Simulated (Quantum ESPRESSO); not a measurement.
**Band energies of AgInTe2**

```
CELL_PARAMETERS angstrom
      4.56312     0.00000     0.00000
      0.00000     4.56312     0.00000
      0.00000     0.00000     6.53947
ATOMIC_POSITIONS crystal
  Ag 0.00000 0.00000 0.00000
  In 0.50000 0.50000 0.50000
  Te 0.00000 0.50000 0.24329
  Te 0.50000 0.00000 0.75671
```

norm-conserving PBEsol (Quantum ESPRESSO, 82 Ry, without SOC); path ΓXMΓZRAZ,XR,MA; energies in eV from the Fermi level.

| k (1/Å) | point | band 28 | band 29 | band 30 | band 31 | band 32 | band 33 | band 34 | band 35 |
|---|---|---|---|---|---|---|---|---|---|
| 0.00 | Γ | -2.58 | -2.58 | -0.32 | -0.29 | -0.12 | -0.12 | 1.63 | 2.47 |
| 0.23 |  | -2.95 | -2.41 | -1.40 | -0.68 | -0.19 | 0.68 | 2.19 | 3.09 |
| 0.46 |  | -3.16 | -2.53 | -2.03 | -1.60 | -0.39 | 1.10 | 3.10 | 3.70 |
| 0.69 | X | -3.47 | -2.95 | -2.20 | -1.80 | -0.55 | 1.25 | 3.81 | 3.82 |
| 0.80 |  | -3.48 | -2.94 | -2.19 | -1.96 | -0.71 | 1.48 | 3.54 | 3.93 |
| 1.03 |  | -3.54 | -2.99 | -2.38 | -2.11 | -1.45 | 1.77 | 2.57 | 2.90 |
| 1.38 | M | -3.42 | -3.15 | -2.29 | -2.29 | -1.66 | 1.22 | 1.84 | 1.84 |
| 1.59 |  | -3.46 | -3.10 | -2.34 | -2.08 | -1.69 | 1.41 | 2.07 | 2.41 |
| 1.81 |  | -3.08 | -3.05 | -2.23 | -1.59 | -1.39 | 1.73 | 2.42 | 3.70 |
| 2.13 |  | -2.77 | -2.70 | -1.18 | -0.62 | -0.44 | 0.85 | 2.19 | 2.96 |
| 2.35 | Γ | -2.58 | -2.58 | -0.32 | -0.29 | -0.12 | -0.12 | 1.63 | 2.47 |
| 2.71 |  | -2.22 | -2.21 | -2.21 | -0.77 | -0.77 | 1.19 | 1.71 | 3.16 |
| 2.83 | Z | -2.66 | -2.12 | -2.12 | -0.90 | -0.90 | 1.31 | 1.69 | 3.41 |
| 2.95 |  | -2.73 | -2.10 | -2.01 | -0.99 | -0.88 | 1.35 | 1.89 | 3.47 |
| 3.18 |  | -3.22 | -1.96 | -1.69 | -1.22 | -0.71 | 1.02 | 2.76 | 3.26 |
| 3.52 | R | -3.72 | -1.81 | -1.49 | -0.80 | -0.48 | 0.08 | 2.02 | 3.76 |
| 3.72 |  | -3.71 | -2.42 | -1.63 | -1.09 | -0.98 | 0.84 | 2.54 | 3.49 |
| 4.01 |  | -3.62 | -2.97 | -2.36 | -2.27 | -1.83 | 2.03 | 3.42 | 3.44 |
| 4.21 | A | -3.36 | -2.77 | -2.70 | -2.70 | -2.25 | 2.24 | 3.61 | 3.61 |
| 4.38 |  | -3.60 | -2.87 | -2.72 | -2.13 | -1.92 | 2.08 | 3.26 | 3.71 |
| 4.65 |  | -3.48 | -2.75 | -2.34 | -1.22 | -1.07 | 1.67 | 2.72 | 4.16 |
| 4.83 |  | -3.19 | -2.51 | -1.90 | -1.18 | -0.77 | 1.60 | 2.80 | 3.36 |
| 5.09 |  | -2.72 | -2.14 | -2.02 | -0.96 | -0.88 | 1.36 | 1.79 | 3.51 |
| 5.18 | Z | -2.66 | -2.12 | -2.12 | -0.90 | -0.90 | 1.31 | 1.69 | 3.41 |
| 5.18 | X | -3.47 | -2.95 | -2.20 | -1.80 | -0.55 | 1.25 | 3.81 | 3.82 |
| 5.42 |  | -3.71 | -2.21 | -1.81 | -1.49 | -0.52 | 0.75 | 2.85 | 3.71 |
| 5.66 | R | -3.72 | -1.81 | -1.49 | -0.80 | -0.48 | 0.08 | 2.02 | 3.76 |
| 5.66 | M | -3.42 | -3.15 | -2.29 | -2.29 | -1.66 | 1.22 | 1.84 | 1.84 |
| 5.85 |  | -3.41 | -2.96 | -2.43 | -2.43 | -1.87 | 1.51 | 2.28 | 2.28 |
| 6.14 | A | -3.36 | -2.77 | -2.70 | -2.70 | -2.25 | 2.24 | 3.61 | 3.61 |

At this level the gap is closed or nearly so: along the path the highest valence and lowest conduction bands touch, or overlap by less than 0.6 eV, a zero-gap or semimetallic result; the valence top lies at Γ, the conduction bottom at Γ. Semilocal functionals close the gaps of some narrow-gap semiconductors, so this alone doesn't show that the compound has none.

Spin-orbit coupling is left out, which matters for elements this heavy: edges can move by tenths of an eV.

Geometry of the Materials Project entry, not relaxed at this level.

The structure is a Materials Project entry; no match was found in the copy of COD used, and its stability was not checked.
